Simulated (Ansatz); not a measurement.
Clean, relaxed (100) surface of TiC, space group Fm-3m (No. 225) (top face towards +c; atoms held fixed, by place in the list: 1, 2, 3, 4):

```xyz
8
Lattice="3.0604 0.0000 0.0000 0.0000 3.0604 0.0000 0.0000 0.0000 23.4920" Properties=species:S:1:pos:R:3 pbc="T T T"
Ti    1.5302    1.5302    8.5000
C     0.0000    0.0000    8.5000
Ti    0.0000    0.0000   10.6640
C     1.5302    1.5302   10.6640
Ti    1.5302    1.5302   12.8032
C     0.0000    0.0000   12.8283
Ti    0.0000    0.0000   14.9057
C     1.5302    1.5302   15.0082
```

Level of theory: DFT r2SCAN, scalar-relativistic, plane waves, PAW in Ansatz 0.2.0. Settings: cutoff 500 eV, Γ-centred mesh 9×9×1 on the computed 8-atom cell, Gaussian smearing of 0.10 eV; no spin polarisation. A dipole correction removes the field between periodic images along c.

The adsorption energy is E(slab + adsorbate) − E(slab) − E(free adsorbate, spin-polarised where open-shell). With the adsorbate the cell is lengthened along c to keep the vacuum.

Q: CH is put on the top face (one adsorbate per 9.4 Å²) at each of these sites and relaxed. Order them from strongest to weakest binding.
A. top (C) at (0.50, 0.50)
B. bridge (C-Ti) at (0.25, 0.75)
C. hollow (Ti-Ti) at (0.00, 0.50)

A: B (-5.60 eV), A (-5.38 eV), C (-4.57 eV).

Each end is the local minimum or symmetric point that its start leads to. The slab is only 6.5 Å thick, so the energies aren't converged with thickness.

The adsorbed runs have no spin polarisation, so weakly bound open-shell ends lie too high.

Cost: 4 runs of about 54 core-minutes in all, on Arm Neoverse N1 (shared hosts).